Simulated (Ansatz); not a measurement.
The elements of this relaxed trial crystal are hidden behind letters.

```
lattice vectors (Å)
   5.0365    0.0000    0.0000
   0.0000    5.1571    0.0000
   0.0000    0.0000    5.2882
fractional positions
X 0.0000 0.0000 0.0000
X 0.5000 0.5000 0.0000
Z 0.0000 0.0000 0.5000
Q 0.0000 0.5000 0.0000
```

Method: DFT PBE, scalar-relativistic, plane waves, PAW in Ansatz. Settings of the last relaxation (4-atom cell): 420 eV, 10×10×10 k points, Gaussian smearing of 0.10 eV, no spin polarisation.

| Property | Result |
| --- | --- |
| Space group | Pmmm (No. 47) |
| Conventional cell | a = 5.037 Å, b = 5.157 Å, c = 5.288 Å |
| Volume per atom | 34.34 Å³ |
| Density | 2.92 g/cm³ |
| Formation energy | +0.06 eV/atom |
| Gap on the 10×10×10 mesh of the 4-atom cell | 0 eV (a metal) |

Energies are uncorrected and count from the elements' standard states at the same level.

Task: X is a d-block element of period 4, Z is a p-block element of period 4 and Q is a p-block element of period 4. Which elements are they?

Result: X = Sc, Z = Ge, Q = Se, so the formula is Sc2GeSe. Density times volume gives a mean mass of 2.92 × 34.34/1.6605 = 60.4 u per atom, and this set has 60.4 u. Sc on its first site has 2 Se at 2.58 Å and 2 Ge at 2.64 Å; Ge is surrounded by 2 Sc at 2.64 Å; Se is surrounded by 4 Sc at 2.52–2.58 Å; 1 more site not described. Swapping Ge and Se leaves the mass as it is, so only the distances can place them.

Symmetry constrained the relaxation, so the result can be a saddle point. Another cell of Sc2GeSe relaxed alike, in P4/mmm, lies 1.30 eV/atom lower, so this cell isn't the stable form at this level.
